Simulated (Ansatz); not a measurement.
## From three elastic constants to directional properties of Rb₃HS

Method: DFT PBEsol, scalar-relativistic, plane waves, PAW (Ansatz 0.2.0). Cutoff 420 eV, 6×6×6 k-points (Γ-centred), fixed occupations. No spin polarisation.

The cell is fixed (symmetry leaves no force on the atoms) and stands under -0.3 GPa:
```cif
data_structure
_symmetry_space_group_name_H-M 'Pm-3m'
_symmetry_Int_Tables_number 221
_cell_length_a 5.2920
_cell_length_b 5.2920
_cell_length_c 5.2920
_cell_angle_alpha 90.000
_cell_angle_beta 90.000
_cell_angle_gamma 90.000
_cell_volume 148.20
loop_
_atom_site_label
_atom_site_type_symbol
_atom_site_symmetry_multiplicity
_atom_site_Wyckoff_symbol
_atom_site_fract_x
_atom_site_fract_y
_atom_site_fract_z
_atom_site_occupancy
S1 S 1 a 0.00000 0.00000 0.00000 1
H1 H 1 b 0.50000 0.50000 0.50000 1
Rb1 Rb 3 c 0.50000 0.50000 0.00000 1
```

The cell is the ideal cubic antiperovskite prototype; whether it is the stable structure of this composition wasn't checked.

With ions relaxed, on the cubic axes: C11 = 39.8, C12 = 2.6, C44 = 7.7 GPa. The density is 3.243 g/cm³. Zone-centre modes weren't checked beside this run.

**Question.** Is the crystal stable against strain, and how anisotropic is it?

**Answer.** Born's conditions hold: C11 + 2C12 = 45.1, C11 − C12 = 37.2 and C44 = 7.7 GPa are all positive. B = (C11 + 2C12)/3 = 15.0 GPa. The two shear moduli are C44 and C′ = (C11 − C12)/2 = 18.6 GPa, so Zener's ratio is A = C44/C′ = 0.42: the shear C44 is the soft one, as in NaCl, KCl, the halide perovskites and the bcc metals V, Nb, Cr and Mo. The Cauchy pressure C12 − C44 is -5.1 GPa; it would vanish for pair forces between atoms on inversion centres at zero pressure, and a negative value is usual with directional bonding, though many-body forces give one in some ionic oxides too.

**Question.** Give the sound speeds along the three symmetry directions.

**Answer.** The Christoffel equation gives ρv² for each branch:
```tsv
direction	branch	ρv²	GPa	v (m/s)
[100]	L	C11	39.8	3505
[100]	T (×2)	C44	7.7	1544
[110]	L	(C11 + C12 + 2C44)/2	29.0	2989
[110]	T, u ∥ [001]	C44	7.7	1544
[110]	T, u ∥ [1-10]	(C11 − C12)/2	18.6	2394
[111]	L	(C11 + 2C12 + 4C44)/3	25.4	2796
[111]	T (×2)	(C11 − C12 + C44)/3	15.0	2149
```

**Question.** How does Young's modulus depend on direction?

**Answer.** Inverting gives S11 = 25.310, S12 = -1.579, S44 = 129.366 TPa⁻¹. Along a unit vector (l, m, n), 1/E = S11 − 2(S11 − S12 − S44/2)(l²m² + m²n² + n²l²), where the last bracket is 0, 1/4 and 1/3 for [100], [110] and [111]: E = 40, 23 and 20 GPa. With A < 1 the cube edge is stiffest. For a film on (001), the biaxial modulus is C11 + C12 − 2C12²/C11 = 42 GPa and the normal strain is −2C12/C11 = -0.13 times the in-plane one.

Cost: 1 run of about 0.27 core-minutes, on Intel Xeon 6975P-C (Granite Rapids) (shared hosts).